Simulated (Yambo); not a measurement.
BSE-type run in Yambo on AgBr (rock salt, space group Fm-3m, No. 225) under isotropic strain of -1.5 % on all lattice vectors, at zero momentum.

Quantum ESPRESSO step (PBEsol, PseudoDojo standard norm-conserving files, scalar-relativistic):
```
&CONTROL
  calculation = 'nscf'
  pseudo_dir = './pseudo'
  outdir = './out'
/
&SYSTEM
  ibrav = 0
  nat = 2
  ntyp = 2
  ecutwfc = 82.0
  ecutrho = 328.0
  occupations = 'fixed'
  force_symmorphic = .true.
  nbnd = 34
/
&ELECTRONS
  conv_thr = 2e-09
  diago_full_acc = .true.
  diago_thr_init = 1e-08
/
ATOMIC_SPECIES
Br 79.9040 Br.upf
Ag 107.8682 Ag.upf
CELL_PARAMETERS angstrom
  0.000000000000   2.794894096732   2.794894096732
  2.794894096732   0.000000000000   2.794894096732
  2.794894096732   2.794894096732   0.000000000000
ATOMIC_POSITIONS crystal
Br   0.499999858579   0.499999858579   0.499999858579
Ag   0.999999858579   0.999999858579   0.999999858579
K_POINTS automatic
8 8 8 0 0 0
```

Yambo input:
```
rim_cut
optics
bse
bss
dipoles
em1s
RandQpts= 1000000
RandGvec= 1 Ry
FFTGvecs= 40 Ry
Chimod= "HARTREE"
BSKmod= "SEX"
BSEmod= "resonant"
BSSmod= "hs"
BSENGexx= 15 Ry
BSENGBlk= 4 Ry
% KfnQP_E
 1.322 | 1.0 | 1.0 |
%
% BSEQptR
 1 | 1 |
%
% BSEBands
 6 | 14 |
%
% BEnRange
 0.0 | 9.1 | eV
%
% BDmRange
 0.15 | 0.15 | eV
%
BEnSteps= 182
% BLongDir
 1.0 | 0.0 | 0.0 |
%
BSHayTrs= -0.02
BSSNEig= 24
WRbsWF
% BndsRnXs
 5 | 30 |
%
NGsBlkXs= 4 Ry
% LongDrXs
 1.0 | 1.0 | 1.0 |
%
```

From the report:

The dimension is k points × valence × conduction bands = 512 × 8 × 1 = 4096.
```
   [SLEPC] Approach                          : Krylov-Schur
   [SLEPC] Number of requested eigenvalues   :  24
   [SLEPC] Number of eigenvalues        [NEV]:  24
    [K] Dimension                                    :   4096
    [K] Bands                                        :   6  14
    [K] Exchange res                                 : yes
    [K] Correlation res                              : yes
    [K] W interaction is bare                        : no
    [K] RL vectors exchange                          :  307
    [K] RL vectors correlation                       :   59
    [W] Matrix size                                  :   59
    [W] Bands                                        :   5  30
    [W] Coulomb Cutoff                               : none
    [W] Hxc Kernel                                   : HARTREE
```

Spin-orbit coupling is not included.

Geometry strained from the cell relaxed with PBEsol, atoms relaxed again.
